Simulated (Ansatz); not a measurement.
# TaRu (Cmmm), axial (c/a) deformation path

Method: DFT r2SCAN, scalar-relativistic, plane waves, PAW in Ansatz 0.2.0. The runs took a 500 eV cutoff, a Γ-centred 22×22×20 mesh and Gaussian smearing (0.15 eV). Spin–orbit coupling is left out, which can shift energies with elements as heavy as these. No spin polarisation. Energies are free energies at this smearing, counted from the undisturbed cell; pressure is positive in compression.

The starting cell (relaxed at this level; with this scan's settings it stands at -0.1 GPa; it needn't be the usual structure):

```yaml
crystal:
  lattice:
    - [2.14991, -2.15036, 0.00000]
    - [2.14991, 2.15036, 0.00000]
    - [0.00000, 0.00000, 3.40249]
  atoms:
    - { symbol: Ta, position: [0.50000, 0.50000, 0.50000] }
    - { symbol: Ru, position: [0.00000, 0.00000, 0.00000] }
```

At fixed volume and fractional coordinates, lengths along (0.000, 0.000, 1.000) are scaled against those across it; ρ is that ratio over its starting value. The cell is metallic on the mesh throughout. At ρ = 0.894 the cell becomes cubic (Pm-3m), and there the slope of the energy vanishes by symmetry.

| ρ | ΔE (meV/atom) |
| --- | --- |
| 0.850 | 27.2 |
| 0.920 | 27.4 |
| 0.960 | 7.4 |
| 1.000 | 0.0 |
| 1.100 | 57.5 |
| 1.200 | 170.0 |

(1) Predict the pressure (GPa) at each point.

Results:

(1)
```
    ρ  pressure (GPa)
0.850            -0.3
0.920            -0.5
0.960            -0.4
1.000            -0.1
1.100             0.4
1.200             0.1
```

Cost: 6 runs of about 8.7 core-minutes in all, on Intel Xeon Processor @ 2.70GHz (shared hosts).